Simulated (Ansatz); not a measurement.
## K2MoO4 — ³⁹K nuclear quadrupole resonance

Cell: a computed structure from the Materials Project (it need not be an observed phase).

Space group C2/m (No. 12); a = 12.3385, b = 6.0384, c = 7.5069 Å, β = 115.59°.

| site | Wyckoff | site symmetry | x | y | z |
| --- | --- | --- | --- | --- | --- |
| K1 | 4i | m | 0.4907 | 0.0000 | 0.7654 |
| K3 | 4i | m | 0.8448 | 0.0000 | 0.2511 |
| Mo | 4i | m | 0.8243 | 0.0000 | 0.7740 |
| O7 | 8j | 1 | 0.3576 | 0.2613 | 0.9246 |
| O11 | 4i | m | 0.0879 | 0.0000 | 0.3605 |
| O13 | 4i | m | 0.6679 | 0.0000 | 0.6179 |

One atom of each set is listed; the run and its k-mesh use a cell of 14 atoms with edges of 6.87, 6.87, 7.51 Å.

Computed with Ansatz: DFT, PBE, plane waves and PAW, scalar-relativistic, 420 eV cutoff, Γ-centred 4×4×3 k-points, Fermi–Dirac smearing 0.02 eV.

³⁹K: I = 3/2, Q = 60.30 mb (year-2017 value). Static lattice, zero field.

**Question.** At which frequencies do the ³⁹K NQR lines lie?

**Answer.** For I = 3/2 there is one line, ν = (|C_Q|/2)(1 + η²/3)^½.

| site | atoms | V_zz (10²¹ V/m²) | C_Q (MHz) | η | line frequencies (MHz) |
| --- | --- | --- | --- | --- | --- |
| K1 | 2 | -1.75 | -2.56 | 0.45 | 1.32 |
| K3 | 2 | -1.82 | -2.65 | 0.97 | 1.52 |

**Question.** And for ⁴¹K (I = 3/2, Q = 73.40 mb) on K3?

**Answer.** C_Q scales with Q to -3.22 MHz, with lines at 1.85 MHz.

The largest force is 0.4 eV/Å, so the atoms aren't at the calculated equilibrium and relaxing them would move these values.

Hardware: 1 thread of Arm Neoverse V2 (aarch64; 8 cores open to the job, memory cap 2.5 GiB, no GPU), a shared host with a load of 0.8 a core. Wall time 24 s, CPU time 24 s, peak memory 0.63 GiB.
